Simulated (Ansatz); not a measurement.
BC$_{5}$:
```
BC5
1.0
    2.52135     0.00000     0.00000
   -1.26068     2.18356     0.00000
    0.00000     0.00000     6.32171
B C
1 5
Direct
  0.33333   0.66667   0.00686
  0.33333   0.66667   0.26020
  0.66667   0.33333   0.33851
  0.00000   0.00000   0.66414
  0.66667   0.33333   0.58176
  0.00000   0.00000   0.89951
```

Relaxed with LDA. Special points in fractions of this cell's reciprocal vectors: Γ (0.000, 0.000, 0.000); M (0.500, 0.000, 0.000); K (0.333, 0.333, 0.000); A (0.000, 0.000, 0.500); L (0.500, 0.000, 0.500); H (0.333, 0.333, 0.500).

Q: List the band energies nearest the Fermi level at these points for LDA (plane waves, PAW; program Ansatz).

A: In eV from the Fermi level; about four levels below and three above (degenerate sets whole), none deeper than 8.9 eV; points with the same levels are listed once.

```
k                    below                above
-  -----------------------  -------------------
Γ  -1.71 -1.71 -0.42 -0.42       0.97 2.60 2.60
M  -3.92 -3.18 -2.81 -0.74       5.59 6.07 8.05
K  -6.36 -3.90 -3.34 -2.41       6.89 7.34 8.03
A  -1.77 -1.77 -0.21 -0.21  2.24 2.24 7.79 7.79
L  -5.02 -3.59 -1.43 -0.31       6.00 7.26 8.79
H  -5.24 -4.96 -4.95 -3.44       9.01 9.21 9.59
```

Space group P3m1. The workflow started from a Materials Project entry (that database holds measured and hypothetical structures alike); the Crystallography Open Database copy checked does not list it. Whether it is the stable phase at ambient conditions was not checked. The LDA relaxation kept the symmetry of its start; its stability against distortions is not shown here. Its formation energy is positive at this level, so the cell may be metastable or incomplete.

Potentials: the later of the program's two PAW sets.
